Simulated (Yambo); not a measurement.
## Convergence of the G0W0 gap of K2LiScF6

G0W0@LDA for K2LiScF6 (space group Fm-3m, No. 225) in Yambo. Reference settings: 2×2×2 Γ-centred k mesh, bands 2 to 216 and a 7 Ry block in the screening, 216 bands in G with the Bruneval-Gonze terminator, plasmon pole fitted at 27.2 eV. The LDA gap Γ → Γ on this mesh is 6.75 eV; G0W0 gaps are taken between the same points.

```csv
change from the reference,G0W0 gap Γ → Γ (eV),shift of the valence edge (eV),rough Yambo cost
reference settings,12.08,-2.27,1
"89 bands in W, 89 bands in G",12.31,-2.18,about 1/3
"125 bands in W, 125 bands in G",12.18,-2.21,within a factor of two
"170 bands in W, 170 bands in G",12.12,-2.25,within a factor of two
exchange cut at 20 Ry,11.81,-1.50,–
"89 bands in W, 89 bands in G, 4 Ry block",12.53,-2.35,about 1/3
"89 bands in W, 89 bands in G, 6 Ry block",12.35,-2.20,about 1/3
"125 bands in W, 125 bands in G, 3 Ry block",12.91,-2.74,about 1/2
"125 bands in W, 125 bands in G, 6 Ry block",12.21,-2.23,within a factor of two
2 Ry block,13.11,-2.97,within a factor of two
4 Ry block,12.29,-2.39,within a factor of two
1×1×1 mesh,11.97,-2.19,about 1/7
4×4×4 mesh,12.08,-2.31,about 20×
"89 bands in W, 89 bands in G, no terminator",12.68,-1.91,about 1/3
"170 bands in W, 170 bands in G, no terminator",12.33,-2.01,within a factor of two
```

The reference isn't shown to be the converged limit. Costs are rough (shared machines), scaled to the same edge states, and given only for runs that recompute the screening.

Geometry of the Materials Project entry, not relaxed at this level; primitive cell a = 5.8616 Å, b = 5.8616 Å, c = 5.8616 Å, α = 60.00°, β = 60.00°, γ = 60.00°.

The structure is a Materials Project entry; no match was found in the copy of COD used, and its stability was not checked.

A shift is the quasiparticle energy of the state minus its LDA energy.
